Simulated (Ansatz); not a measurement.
Input and command of a plane-wave DFT calculation in Ansatz:

```yaml
crystal:
  lattice:
    - [1.6048204442, 0.9265435155, 4.3549526356]
    - [-1.6048204442, 0.9265435155, 4.3549526356]
    - [0.0, -1.853087031, 4.3549526356]
  atoms:
    - { symbol: Sn, position: [0.5, 0.5, 0.5] }
    - { symbol: O, position: [0.2412464623, 0.2412464623, 0.2412464623] }
    - { symbol: O, position: [0.7587535377, 0.7587535377, 0.7587535377] }
basis:
  ecutwfc: 500
kpoints:
  mp_grid: { grid: [12, 12, 12] }
hamiltonian:
  xc: r2scan
scf:
  occupations: { method: gaussian, width: 0.05 }
output:
  forces: true
  stress: true
  eigenvalues: true
```

```bash
ansatz run input.yaml --threads 1 --pin off --max-ram 2560MiB --backend cpu --events-out ev --progress --plain --runs-dir out
```

Processor: Arm Neoverse V1, 1 thread, on a host shared with other jobs.

Question: How long does it run, and how much memory does it take?

Answer: About 14 s on 1 thread of Arm Neoverse V1, on a shared host, peak memory 0.49 GiB. It solves 17 bands at 189 k points (the mesh reduced by symmetry) with about 981 plane waves, in 6 SCF iterations.
